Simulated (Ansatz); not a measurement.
Below is a relaxed structure of InGa3P4. The cell was found from a structure generator's guess, not taken from experiment.

The calculation used DFT PBE, scalar-relativistic, plane waves, PAW in Ansatz 0.2.0. Cutoff 420 eV, Γ-centred mesh, Gaussian smearing, no spin polarisation.

```
In Ga P
1.0
     5.62090    0.00000    0.00000
     0.00000    5.62090    0.00000
     0.00000    0.00000    5.62090
In Ga P
1 3 4
Cartesian
  2.8104 2.8104 2.8104
  0.0000 0.0000 2.8104
  0.0000 2.8104 0.0000
  2.8104 0.0000 0.0000
  4.2720 4.2720 4.2720
  4.2720 1.3489 1.3489
  1.3489 4.2720 1.3489
  1.3489 1.3489 4.2720
```

Formation energies are uncorrected and refer to the elements' standard structures at the same level. The references include black phosphorus.

**Question.** What space group does it have?

**Answer.** P-43m (No. 215), with In and Ga ordered on zinc blende sites. Conventional cell: a = 5.621 Å. In is surrounded by 4 P at 2.53 Å; Ga has 4 P at 2.40 Å; P has 3 Ga at 2.40 Å and 1 In at 2.53 Å.

**Question.** What is its formation energy per atom?

**Answer.** −0.364 eV/atom. Whether it is stable depends on the other phases of the system, which aren't compared here.

**Question.** Is it a metal?

**Answer.** No, the gap on the 6×6×6 mesh is 1.05 eV.

The last run used a 6×6×6 mesh for its 8-atom cell and Gaussian smearing of 0.02 eV. Kohn–Sham gaps at this level usually fall short of measured ones. The reference form of P is held partly by dispersion forces, which this level lacks. A structure relaxed within its symmetry needn't be a true minimum.
